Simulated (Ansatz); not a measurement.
The start is a relaxed Zr cell displaced along its unstable phonon at q = (½, ½, 0) of its primitive reciprocal cell (66i cm⁻¹), largest move 0.15 Å. The cell and all atomic positions are relaxed at zero pressure with r2SCAN (plane waves to 500 eV, PAW, scalar-relativistic; Ansatz, a first-principles code). The first steps use a coarse 13×13×13 k-mesh.

The start:
```
Zr
1.0
   -3.78564     3.78564     3.20655
    0.00000     0.00000     3.20655
    1.89282     1.89282    -1.60327
Zr
2
Direct
  0.00000   0.47198   0.94396
  0.50000   0.52802   0.05604
```

Task: What is the largest force in the starting geometry, and on which atom (counted from 1)?

Result: 0.21 eV/Å, on Zr1, Zr2 (atoms numbered as listed).

Task: By how much does the energy per atom fall from start to end?

Result: 0.07 eV/atom.

Task: How does the volume per atom move from start to end?

Result: +2.3 %, from 22.98 to 23.50 Å³/atom.

Task: Does it find its way back to the structure it was made from?

Result: It does not go back: it reaches P6₃/mmc (No. 194), hcp (Mg type), 0.09 eV/atom below the parent.

Task: How do the shortest distances between atoms change?

Result: The closest pairs of elements (up to four, under 3.6 Å), start → end: Zr–Zr 3.12 → 3.19 Å.

Task: Is the relaxed structure metallic? Give its gap.

Result: No gap (metallic).

Task: Give the final cell and atomic positions.

Result: 
Space group P6₃/mmc (No. 194); a = b = 3.2462 Å, c = 5.1511 Å, α = β = 90.00°, γ = 120.00°

```tsv
atom	site	symmetry	x	y	z
Zr	2d	-6m2	0.6667	0.3333	0.2500
```

Final values are on a 16×16×9 k-mesh of the relaxed cell. No spin polarisation in the result.

The run could not lose the symmetry of its start.

Of the parent cell (I4/mmm (No. 139)): it is a generated cell of Zr: the first start was made by placing the elements on the sites of a structure type, and the end was not matched to a known phase here, so it may be hypothetical. Known forms of Zr include space group No. 194.
